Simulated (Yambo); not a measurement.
Cs2PtH6: sweep of GW parameters

G0W0@PBEsol for Cs₂PtH₆ (space group Fm-3m, No. 225) in Yambo. Reference settings: 2×2×2 Γ-centred k mesh, bands 5 to 322 and a 8 Ry block in the screening, 322 bands in G with the Bruneval-Gonze terminator, plasmon pole fitted at 27.2 eV. The PBEsol gap X → X on this mesh is 3.84 eV; G0W0 gaps are taken between the same points.

```
change from the reference       G0W0 gap X → X (eV)  shift of the valence edge (eV)        rough Yambo cost
------------------------------  -------------------  ------------------------------  ----------------------
reference settings                             6.06                           -1.57                       1
109 bands in W, 109 bands in G                 5.95                           -1.28               about 1/2
200 bands in G                                 6.06                           -1.56                       –
139 bands in W                                 5.99                           -1.39  within a factor of two
2 Ry block                                     5.77                           -1.22  within a factor of two
3 Ry block                                     5.85                           -1.34  within a factor of two
no random integration                          5.95                           -1.31                       –
109 bands in G, no terminator                  5.98                           -1.16                       –
no terminator                                  6.07                           -1.51                       –
```

The reference isn't shown to be the converged limit. Costs are rough (shared machines), scaled to the same edge states, and given only for runs that recompute the screening.

Spin-orbit coupling is left out, which matters for elements this heavy: edges can move by tenths of an eV.

Geometry of the Materials Project entry, not relaxed at this level; primitive cell a = b = c = 6.3444 Å, α = β = γ = 60.00°.

The structure is a Materials Project entry; no match was found in the copy of COD used, and its stability was not checked.

A shift is the quasiparticle energy of the state minus its PBEsol energy.
